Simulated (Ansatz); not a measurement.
ZnGa2S4:
```
CELL_PARAMETERS angstrom
     -2.62928     2.62928     5.16686
      2.62928    -2.62928     5.16686
      2.62928     2.62928    -5.16686
ATOMIC_POSITIONS crystal
  Zn 0.25000 0.75000 0.50000
  Ga 0.00000 0.00000 0.00000
  Ga 0.75000 0.25000 0.50000
  S  0.38116 0.37455 0.51955
  S  0.62545 0.14500 0.00661
  S  0.85500 0.86161 0.48045
  S  0.13839 0.61884 0.99339
```

Plane-wave PAW PBEsol (Ansatz code) gives a gap of 2.32 eV without spin–orbit coupling, maximum at Γ, minimum at Γ.

Q: What happens when spin–orbit coupling is switched on?

A: The gap shrinks by 0.02 eV, to 2.30 eV; maximum at Γ, minimum at Γ.

Q: Give the electron effective mass with spin–orbit coupling.

A: 0.20, 0.20, 0.25 mₑ (principal values).

Q: Give the hole effective mass with spin–orbit coupling.

A: 0.34, 0.36, 0.76 mₑ (principal values).

Space group I-4. The first step of the workflow began from a Materials Project structure, measured or hypothetical; the Crystallography Open Database copy checked does not list it. Whether it is the stable phase at ambient conditions was not checked. The PBEsol relaxation kept the symmetry of its start; its stability against distortions is not shown here.

Potentials: the later of the program's two PAW sets.
